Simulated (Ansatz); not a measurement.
A generator proposed this cell of Ca2Ge2N.

```yaml
crystal:
  lattice:
    - [4.40273, 0.00000, 0.00000]
    - [-2.20136, 3.81287, 0.00000]
    - [0.00000, 0.00000, 6.03885]
  atoms:
    - { symbol: Ca, position: [0.00000, 0.00000, 0.88561] }
    - { symbol: Ca, position: [0.33333, 0.66667, 0.33375] }
    - { symbol: Ge, position: [0.33333, 0.66667, 0.88614] }
    - { symbol: Ge, position: [0.00000, 0.00000, 0.19972] }
    - { symbol: N, position: [0.66667, 0.33333, 0.65876] }
```

Method: DFT PBE, scalar-relativistic, plane waves, PAW in Ansatz 0.2.0. Plane waves to 420 eV, a k mesh through Γ of 6×6×4 on the computed 5-atom cell and Gaussian smearing (0.10 eV); no spin polarisation.

The zero of energy is the elements' standard structures at the same level (N₂ as a molecule); no fitted shifts are applied.

**Question.** How far from equilibrium is it?

**Answer.** The pressure is 21.4 GPa (the mean over three directions, positive in compression), the largest force is 16.17 eV/Å, and the energy is +1.74 eV/atom against the elements. The shortest distance is 1.90 Å, so close that the PAW spheres overlap strongly and these values are rough.

**Question.** Is it a good guess?

**Answer.** A poor one: relaxing gains about 2.3 eV/atom (the start's value is from the coarse mesh, so the gain is rough) in 30 ionic steps and ends at −0.56 eV/atom on the finer mesh. The symmetry goes from P3m1 (No. 156) to P-3m1 (No. 164). The volume per atom grows by 2.0 %, from 20.3 to 20.7 Å³. The shortest distance goes from 1.90 Å (Ca–Ge) to 2.47 Å (Ge–Ge). Conventional cell: a = 3.798 Å, c = 8.273 Å. Around Ca lie 3 N at 2.50 Å, 3 Ge at 3.23 Å, 3 Ca at 3.26 Å and 1 Ge at 3.49 Å; Ge has 3 Ge at 2.47 Å and 3 Ca at 3.23 Å; N is surrounded by 6 Ca at 2.50 Å.

The last run used a 12×12×6 mesh (in the run's order of axes) for its 5-atom cell and Gaussian smearing of 0.10 eV. The relaxation can't lower the symmetry of the start, and the grade says only how near the guess is to its own end. Symmetry constrained the relaxation, so the result can be a saddle point.
